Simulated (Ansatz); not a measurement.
WC (zinc blende, F-43m), a = 4.6781 Å, b = 4.6781 Å, c = 4.6781 Å, α = 90.00°, β = 90.00°, γ = 90.00°; the cell used has 2 atoms.

Relaxed with r²SCAN.

Problem. Tabulate the valence density and the electron localisation function along the shortest W–W contact (3.31 Å), r²SCAN (plane waves, PAW; program Ansatz).

Solution. 

```
distance from W (Å)  density (e/Å³)   ELF
-------------------  --------------  ----
0.33                           5.32  0.43
0.50                           4.83  0.70
0.66                           3.12  0.69
0.83                           1.53  0.48
0.99                           0.70  0.25
1.16                           0.44  0.24
1.32                           0.36  0.38
1.49                           0.34  0.52
1.65                           0.33  0.57
1.82                           0.34  0.52
1.98                           0.36  0.38
2.15                           0.44  0.24
2.32                           0.70  0.25
2.48                           1.53  0.48
2.65                           3.12  0.69
2.81                           4.83  0.70
2.98                           5.32  0.43
```

The density is the valence pseudo-density with augmentation charge, so density and ELF within about 1 Å of a nucleus are not all-electron values.

The start of the workflow was typed in or built on a structure type; neither database checked (COD, Materials Project) lists it. It is not the phase usual at ambient conditions (space group No. 187). The cell was relaxed with r²SCAN under the symmetry of its start; its stability against distortions is not shown here. The run is not spin-polarised. Its formation energy is positive at this level, so the cell may be metastable or incomplete. Scalar-relativistic: spin–orbit coupling is off unless named, which matters more the heavier the elements.

Potentials: the later of the program's two PAW sets.
